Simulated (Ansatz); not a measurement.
# Profile along the Pt–Pt line in Pt (fcc, Cu type)

Pt (fcc, Cu type)

```
Pt
1.0
    0.00000     1.95907     1.95907
    1.95907     0.00000     1.95907
    1.95907     1.95907     0.00000
Pt
1
Direct
  0.00000   0.00000   0.00000
```

Fields along a shortest Pt–Pt line of a {100} plane (2.77 Å), from Pt to Pt, interpolated on the slice's grid (step about 0.1 Å). Computed with PBEsol (plane waves to 420 eV, PAW, scalar-relativistic; Ansatz, a first-principles code). k mesh 20×20×20. Inside the PAW spheres the values are not all-electron values, and peaks at nuclei hang on which shells count as valence. Pt is run without spin polarisation. Pt was relaxed with its symmetry unable to fall. Spin-orbit coupling is left out, though Pt is heavy. The PAW data are Ansatz's earlier set.

| distance from Pt (Å) | valence electron density (e/Å³) | electron localisation function |
|---|---|---|
| 0.00 | 11.80 | x |
| 0.28 | 10.21 | x |
| 0.55 | 6.05 | 0.56 |
| 0.83 | 1.82 | 0.44 |
| 1.11 | 0.58 | 0.28 |
| 1.39 | 0.38 | 0.29 |
| 1.66 | 0.58 | 0.28 |
| 1.94 | 1.82 | 0.44 |
| 2.22 | 6.05 | 0.56 |
| 2.49 | 10.21 | x |
| 2.77 | 11.80 | x |

x: too close to a nucleus for the ELF to mean much.

Density on the Pt–Pt line (2.77 Å) at its midpoint: 0.38 e/Å³. ELF at that point: 0.29.
